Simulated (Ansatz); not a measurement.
An Ansatz (a program for electronic structure) run. Input:

Ansatz 0.2 input:
```yaml
crystal:
  lattice:
    - [3.8393247194, 0.0, 0.0]
    - [0.0, 3.8588225522, 0.0]
    - [-1.9171027549, 0.0, 6.5012581742]
  atoms:
    - { symbol: Ta, position: [0.6461551315, 0.0, 0.7922535879] }
    - { symbol: Ta, position: [0.3538448685, 0.0, 0.2077464121] }
    - { symbol: O, position: [0.6498950333, 0.5, 0.7991294198] }
    - { symbol: O, position: [0.3501049667, 0.5, 0.2008705802] }
    - { symbol: O, position: [0.1852261423, 0.0, 0.8702772418] }
    - { symbol: O, position: [0.8147738577, 0.0, 0.1297227582] }
    - { symbol: O, position: [0.5, 0.0, 0.5] }
kpoints:
  mp_grid: { grid: [8, 7, 5] }
hamiltonian:
  xc: pbesol
  pseudopotentials: { azcp: { folder: ./paw }, kind: paw }
scf:
  occupations: { method: fixed }
phonons:
  method: dfpt
  response_accuracy: low
  eigenvectors: true
  rigid_motions: translations
  dielectric: true
```

Output (shortened):

```
Pseudopotential: Ta, paw, valence charge 13
Pseudopotential: O, paw, valence charge 6
Functional definition: PBEsol
Crystal: 7 atoms, lattice volume = 96.318 Å³
Basis set: ecut = 420 eV, 1899 PW (Γ), exchange–correlation on 54×54×96 points (8 copies of the dense FFT grid, shifted against one another)
Bands: 35, of which v1, the nominal top of the filled ones, is band 28 counted from 1 (27 counted from 0)
Symmetry: 4 space group operations
k-points: 141 of 280 (irreducible under 1 space group operation, time reversal used)
SCF iter   1: F=—  HF=-22427.164246 eV  |F-HF|=—  |Δ(HF+E_count)|=         —  Δρ=6.41e-2  dr2=3.54e0  ethr=3.10e-3  ⟨swp⟩=3.9  Hψ=17554  notcnv=0  defer=533
preconditioner: auto → Resta (q_TF=auto, 2.493 Å⁻¹)
SCF iter   2: F=—  HF=-22426.602081 eV  |F-HF|=—  |Δ(HF+E_count)|=   5.62e-1  Δρ=3.42e-2  dr2=7.59e-1  ethr=3.10e-3  ⟨swp⟩=2.0  Hψ=8769  notcnv=0  defer=485
SCF iter   3: F=—  HF=-22426.498168 eV  |F-HF|=—  |Δ(HF+E_count)|=   1.04e-1  Δρ=1.53e-2  dr2=2.65e-1  ethr=1.35e-3  ⟨swp⟩=2.2  Hψ=7132  notcnv=0  defer=640
SCF iter   4: F=—  HF=-22426.461344 eV  |F-HF|=—  |Δ(HF+E_count)|=   3.68e-2  Δρ=4.10e-3  dr2=2.02e-2  ethr=4.74e-4  ⟨swp⟩=2.1  Hψ=7762  notcnv=0  defer=691
SCF iter   5: F=—  HF=-22426.469351 eV  |F-HF|=—  |Δ(HF+E_count)|=   8.01e-3  Δρ=3.30e-3  dr2=1.02e-2  ethr=3.61e-5  ⟨swp⟩=2.0  Hψ=8534  notcnv=0  defer=703
SCF iter   6: F=—  HF=-22426.471897 eV  |F-HF|=—  |Δ(HF+E_count)|=   2.55e-3  Δρ=6.76e-4  dr2=6.90e-4  ethr=1.82e-5  ⟨swp⟩=2.0  Hψ=7641  notcnv=0  defer=705
SCF iter   7: F=—  HF=-22426.473776 eV  |F-HF|=—  |Δ(HF+E_count)|=   1.88e-3  Δρ=2.12e-4  dr2=4.54e-5  ethr=1.23e-6  ⟨swp⟩=2.0  Hψ=7667  notcnv=0  defer=686
SCF iter   8: F=—  HF=-22426.473953 eV  |F-HF|=—  |Δ(HF+E_count)|=   1.77e-4  Δρ=2.36e-4  dr2=4.55e-5  ethr=8.12e-8  ⟨swp⟩=2.5  Hψ=7606  notcnv=0  defer=262
SCF iter  14: F=-22426.473968 eV  HF=-22426.473968 eV  |F-HF|=4.37e-11  |Δ(HF+E_count)|=  3.20e-10  Δρ=3.19e-7  dr2=8.71e-11  ethr=1.00e-12  ⟨swp⟩=14.0  Hψ=29242  notcnv=0
SCF 1 converged in 14 iterations: F = -22426.473968 eV  dr2 = 8.71e-11
NSCF: frozen V_eff on 8 k-points
DFPT response loops at Γ: preconditioner auto → none (the input reference at scf.mixing.eps_inf says where Resta's filter doesn't serve); β = 0.50 …
── the response to a field inside a basis, on 8×8×6 k-points: an SCF that follows is theirs, and a resumed run solves both again ──
Crystal: 7 atoms, lattice volume = 96.318 Å³
Bands: 29, of which v1, the nominal top of the filled ones, is band 28 counted from 1 (27 counted from 0)
k-points: 96 of 384
SCF iter   1: F=—  HF=-22426.446126 eV  |F-HF|=—  |Δ(HF+E_count)|=         —  Δρ=2.77e-4  dr2=1.65e-5  ethr=1.00e-1
preconditioner: auto → Resta (q_TF=auto, 2.493 Å⁻¹)
SCF iter   2: F=—  HF=-22426.446136 eV  |F-HF|=—  |Δ(HF+E_count)|=   1.01e-5  Δρ=1.33e-4  dr2=5.35e-6  ethr=2.94e-8
SCF iter   3: F=—  HF=-22426.446140 eV  |F-HF|=—  |Δ(HF+E_count)|=   4.59e-6  Δρ=5.18e-5  dr2=9.12e-7  ethr=9.55e-9
SCF iter   4: F=-22426.446141 eV  HF=-22426.446141 eV  |F-HF|=1.67e-8  |Δ(HF+E_count)|=   4.84e-7  Δρ=7.30e-6  dr2=6.09e-8  ethr=1.63e-9
SCF 1 converged in 4 iterations: F = -22426.446141 eV  dr2 = 6.09e-8
DFPT response loops at Γ: mixed as the last ones told, above
phonon interpolation: 30 periodic images of 22 blocks of the force constants (a block to an ordered pair of atoms and a translation) lie up to 1.79e-3 Å …
SCF converged after 14 iterations
Free energy (F): -22426.473968 eV
Harris-Foulkes:  -22426.473968 eV  (|F-HF|=4.37e-11)
Internal energy: -22426.473968 eV  (E = F + TS)
E sigma→0 (E₀):  -22426.473968 eV
Fermi energy:    6.912608 eV
--- Per-component energies (eV) ---
  E_band       = -553.205593
  E_kinetic    = 1613.371231
  E_local      = -4407.726151  (includes V_loc(G=0)·N_el)
  E_nonlocal   = 250.555630
  E_hartree    = 1665.876999
  E_xc         = -985.626632
  E_vxc        = -913.174675  (∫ρ·V_xc dr)
  E_paw        = -17149.015723  (= ΣΔE_a)
  E_vpaw       = -427.989574  (= ΣTr[D̂ρ^β])
  E_aug_tail   = 0.004120  (compensation charges beyond the density's cutoff)
  E_ewald      = -3414.517307
  E_core_change = 0.603865  (= ΣΔE_core)
  E_smearing   =  0.000000  (= −TS)
  E_closure    =  0.000000  (closes the sum)
  Σ components = -22426.473968   (vs F -22426.473968, Δ=0.00e0)
  [band-id]    e_kinetic+e_local+e_nonlocal+2·e_hartree+e_vxc+e_vpaw+e_augmentation_tail = -553.205420   (vs E_band -553.205593, Δ=1.73e-4)
--- Band table (eV; the first three rows and the last of 141) ---
  k-point 0: bands = ["-60.7022", "-60.6935", "-27.5104", "-27.3271", "-27.2618", "-27.2521", "-27.1411", "-27.1187", "-11.4849", "-10.6804", "-9.9988", "-9.9233", "-9.8977", "1.8726", "1.8898", "1.9581", "3.6420", "3.7826", "4.3847", "4.5231", "4.8470", …
  k-point 1: bands = ["-60.7022", "-60.6935", "-27.4903", "-27.3283", "-27.2735", "-27.2605", "-27.1400", "-27.1198", "-11.4281", "-10.6836", "-10.0611", "-9.9833", "-9.8324", "1.2802", "1.8880", "2.6297", "3.6844", "3.9459", "4.3377", "4.3848", "4.7842", …
  k-point 2: bands = ["-60.7022", "-60.6935", "-27.4445", "-27.3302", "-27.3214", "-27.2586", "-27.1379", "-27.1219", "-11.3227", "-10.6907", "-10.1960", "-9.9814", "-9.8035", "0.9584", "1.7889", "3.2746", "3.7687", "4.0983", "4.2477", "4.2854", "4.5947", …
  k-point 140: bands = ["-60.6970", "-60.6970", "-27.4975", "-27.4654", "-27.3223", "-27.2718", "-27.2409", "-27.2370", "-10.3575", "-9.9813", "-9.6632", "-8.5428", "-8.5299", "1.0259", "1.1437", "1.4805", "1.4914", "1.8675", "1.9271", "2.0866", "2.8563", …
--- Phonons (Γ-DFPT): 12 representative perturbations + reference, on 141 of 280 k-points (Σ response iterations 37) ---
  ASR residual: 6.873e-4 → 0.000e0 eV/Å²; symmetrization residual: 1.228e-4 eV/Å²
  ASR residual per site (eV/Å²): 2.52e-4 2.52e-4 6.87e-4 6.87e-4 4.07e-4 4.07e-4 1.48e-4
  Γ frequencies (cm⁻¹): -15.59 0.00 0.00 0.00 64.55 95.30 100.23 156.39 161.64 203.14 211.98 245.59 268.07 310.16 362.28 483.82 506.27 523.09 544.80 666.79 850.33
  ε∞ (high-frequency dielectric tensor):
        4.716507     0.000000    -0.000348
        0.000000     6.707488     0.000000
       -0.000348     0.000000     4.752237
  ε⁰ (static dielectric tensor): not given — an optical mode at Γ is not stable, and the ionic part, a sum over the modes at Γ, is formed only where all of …
  softest optical mode at Γ: -15.59 cm⁻¹; the repairs (sum rule, projections) moved no ω² at Γ by more than (7.49 cm⁻¹)²
  Born effective charges Z* (e; rows j = field, columns β = displacement):
    site 0:
         6.85514    0.00000   -0.00129
         0.00000   10.03769    0.00000
        -0.00056    0.00000    7.03963
    site 1:
         6.85514    0.00000   -0.00129
         0.00000   10.03769    0.00000
        -0.00056    0.00000    7.03963
    site 2:
        -1.28390    0.00000    0.00008
         0.00000   -7.89817    0.00000
        -0.00029    0.00000   -1.24186
    site 3:
        -1.28390    0.00000    0.00008
         0.00000   -7.89817    0.00000
        -0.00029    0.00000   -1.24186
    site 4:
        -5.20206    0.00000    0.00129
         0.00000   -1.44829    0.00000
         0.00214    0.00000   -2.50754
    site 5:
        -5.20206    0.00000    0.00129
         0.00000   -1.44829    0.00000
         0.00214    0.00000   -2.50754
    site 6:
        -0.73835    0.00000   -0.00016
         0.00000   -1.38245    0.00000
        -0.00257    0.00000   -6.58046
  Z* charge neutrality: 1.397e-2 e pre-enforcement
  solved inside a basis spanned on kpoints, on 8×8×6 k-points, its susceptibility summed on 12×12×8: ε∞ is read to err by 2.2e-2, Z* by 7.5e-2 e (field_mesh …
  optical modes at Γ without the LO–TO term, one row a degenerate level:
      ω (cm⁻¹)  modes    IR ((D/Å)²/amu)
        -15.59      1             0.0000
         64.55      1            16.2550
         95.30      1           116.4986
        100.23      1             0.0000
        156.39      1             0.0000
        161.64      1            25.4798
        203.14      1            14.9542
        211.98      1             0.0000
        245.59      1             0.0000
        268.07      1             0.0000
        310.16      1             0.7316
        362.28      1            31.5015
        483.82      1             0.0000
        506.27      1             0.0000
        523.09      1            64.3601
        544.80      1            97.1763
        666.79      1             0.0000
        850.33      1            40.6802
  optical modes at Γ + LO–TO along q̂ = [1.0000, 0.0000, 0.0000]:
      ω (cm⁻¹)  modes    IR ((D/Å)²/amu)
        -15.59      1             0.0000
         95.30      1           116.4986
        100.23      1             0.0000
        136.42      1             0.4206
        156.39      1             0.0000
        161.64      1            25.4790
        211.98      1             0.0000
        245.59      1             0.0000
        268.07      1             0.0000
        289.99      1             3.6324
        310.16      1             0.7316
        362.28      1            31.5015
        483.82      1             0.0000
        506.27      1             0.0000
        544.80      1            97.1763
        666.79      1             0.0000
        815.51      1            91.5159
        850.33      1            40.6815
  optical modes at Γ + LO–TO along q̂ = [0.0000, 1.0000, 0.0000]:
      ω (cm⁻¹)  modes    IR ((D/Å)²/amu)
        -15.59      1             0.0000
         64.55      1            16.2550
        100.23      1             0.0000
        156.39      1             0.0000
        161.64      1            25.4798
        203.14      1            14.9542
        211.98      1             0.0000
        245.59      1             0.0000
        268.07      1             0.0000
        308.09      1             0.1965
        362.28      1            31.5015
        372.24      1             8.1654
        483.82      1             0.0000
        506.27      1             0.0000
        523.09      1            64.3601
        666.79      1             0.0000
        850.33      1            40.6802
        936.18      1           206.0446
  optical modes at Γ + LO–TO along q̂ = [0.0000, 0.0000, 1.0000]:
      ω (cm⁻¹)  modes    IR ((D/Å)²/amu)
        -15.59      1             0.0000
         64.55      1            16.2550
         95.30      1           116.4986
        100.23      1             0.0000
        156.39      1             0.0000
        203.14      1            14.9542
        211.98      1             0.0000
        245.59      1             0.0000
        247.44      1             1.6933
        268.07      1             0.0000
        310.16      1             0.7316
        483.82      1             0.0000
        506.27      1             0.0000
        523.09      1            64.3317
        531.85      1            23.4435
        544.80      1            97.1763
        666.79      1             0.0000
        995.70      1            72.5531
```

Cost: very roughly 7 core-minutes on shared cores.

Space group Cmmm. The first step of the workflow began from a Materials Project structure, measured or hypothetical; the Crystallography Open Database copy checked does not list it. COD files the formula under space group No. 49. Its standing as an ambient phase is unchecked. The cell was relaxed with PBEsol under the symmetry of its start; phonons show weakly imaginary modes. No spin polarisation was allowed. Point labels and valley counts follow the cell and symmetry of the run, lower than the named group. Scalar-relativistic: spin–orbit coupling is off unless named, which matters more the heavier the elements.

Potentials: the earlier of the program's two PAW sets. The files were generated under PBE; for other functionals the program regenerates the frozen cores, and for LDA and PBEsol the local potential too.

Ansatz is a plane-wave DFT program.
